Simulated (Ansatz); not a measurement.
BaInHO₂:
```
CELL_PARAMETERS angstrom
      4.29730     0.00000     0.00000
      0.00000     4.29730     0.00000
      0.00000     0.00000     3.91898
ATOMIC_POSITIONS crystal
  Ba 0.50000 0.50000 0.50000
  In 0.00000 0.00000 0.00000
  O  0.50000 0.00000 0.00000
  O  0.00000 0.50000 0.00000
  H  0.00000 0.00000 0.50000
```

Plane-wave PAW r²SCAN (Ansatz code) gives a gap of 1.31 eV without spin–orbit coupling, maximum at A, minimum at Z.

Question: What happens when spin–orbit coupling is switched on?

Answer: The gap hardly moves, to 1.31 eV; maximum at A, minimum at Z.

Question: Give the electron effective mass with spin–orbit coupling.

Answer: 0.22, 0.23, 0.23 mₑ (principal values).

Space group P4/mmm. The start of the workflow was typed in or built on a structure type; neither database checked (COD, Materials Project) lists it. Its standing as an ambient phase is unchecked. The r²SCAN relaxation kept the symmetry of its start; whether a distortion lowers the energy is not shown.

Potentials: the earlier of the program's two PAW sets. The files were generated under PBE; for other functionals the program regenerates the frozen cores, and for LDA and PBEsol the local potential too.
